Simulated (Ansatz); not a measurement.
ZrNi2 (cubic Laves (MgCu2 type), space group No. 227), PBE in the plane-wave PAW code Ansatz, all energies at zero smearing, with the estimated change up to a 700 eV cutoff added, with one set of potentials and settings (totals compare only within such a set). Cell of 6 atoms (2 Zr, 4 Ni): -31729.124 eV.

| element | reference phase | E (eV/atom) |
|---|---|---|
| Zr | P6_3/mmc, 2 atoms in the cell | -4183.8362 |
| Ni | Fm-3m, 1 atoms in the cell, spin-polarised | -5839.7239 |

Formation energy per atom, worked out: (-31729.124 − 2×(-4183.8362) − 4×(-5839.7239))/6 = -0.426 eV/atom (-41 kJ per mol of atoms), at 0 K, without zero-point energy or fitted corrections.

Space group Fd-3m (cubic Laves (MgCu2 type)). The workflow started from an entry of the Crystallography Open Database (COD). Whether it is the stable phase at ambient conditions was not checked. The PBE relaxation kept the symmetry of its start; its stability against distortions is not shown here. The workflow began spin-polarised and lost its moments. The references are the lowest solids computed at this level, not always the standard phases.

Potentials: the later of the program's two PAW sets.
